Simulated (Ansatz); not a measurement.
TlSbS$_{2}$ in space group P-1 (No. 2; Pearson symbol aP16), plane-wave PAW r²SCAN (Ansatz code), all energies at zero smearing, with the estimated change up to a 700 eV cutoff added, with one set of potentials and settings (totals compare only within such a set). Cell of 16 atoms (4 Tl, 4 Sb, 8 S): -79084.098 eV.

| element | reference phase | E (eV/atom) |
|---|---|---|
| Tl | P6_3/mmc, 2 atoms in the cell | -11458.5836 |
| Sb | R-3m, 2 atoms in the cell | -6499.1272 |
| S | P2/c, 32 atoms in the cell | -905.8156 |

Formation energy per atom, worked out: (-79084.098 − 4×(-11458.5836) − 4×(-6499.1272) − 8×(-905.8156))/16 = -0.421 eV/atom (-41 kJ per mol of atoms), at 0 K, without zero-point energy or fitted corrections.

The workflow started from an entry of the Crystallography Open Database (COD). Whether it is the stable phase at ambient conditions was not checked. The r²SCAN relaxation kept the symmetry of its start; its stability against distortions is not shown here. The references are the lowest solids computed at this level, not always the standard phases. Spin–orbit coupling is left out wherever it is not named.

Potentials: the later of the program's two PAW sets.
